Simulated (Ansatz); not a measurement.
BeSe in space group P4_2/mnm (No. 136; Be on 4g, Se on 4f) at seven volumes, DFT-PBEsol in the program Ansatz with PAW potentials, shape and atoms relaxed at each. One row is withheld.

```
V (Å³/atom)  P (GPa)
-----------  -------
16.089          8.08
16.619          4.99
17.149          2.32
17.680          0.00
18.210         -2.01
18.740             ?
19.271         -5.29
```

**Question.** Fit the shown pressures and predict the withheld one.

**Answer.** Third-order Birch–Murnaghan: P = (3/2)B₀(x^(7/2) − x^(5/2))[1 + (3/4)(B′ − 4)(x − 1)] with x = (V₀/V)^(2/3). Least squares on the six rows gives V₀ = 17.680 Å³/atom, B₀ = 71.99 GPa, B′ = 3.70. At V = 18.740, x = 0.9619 and P = -3.76 GPa. The run itself gave -3.78 GPa.

The start of the workflow was typed in or built on a structure type; neither database checked (COD, Materials Project) lists it. COD files the formula under space group No. 216. Its standing as an ambient phase is unchecked. Symmetry was held in the PBEsol relaxation; whether a distortion lowers the energy is not shown.

Potentials: the earlier of the program's two PAW sets. The files were generated under PBE; for other functionals the program regenerates the frozen cores, and for LDA and PBEsol the local potential too.
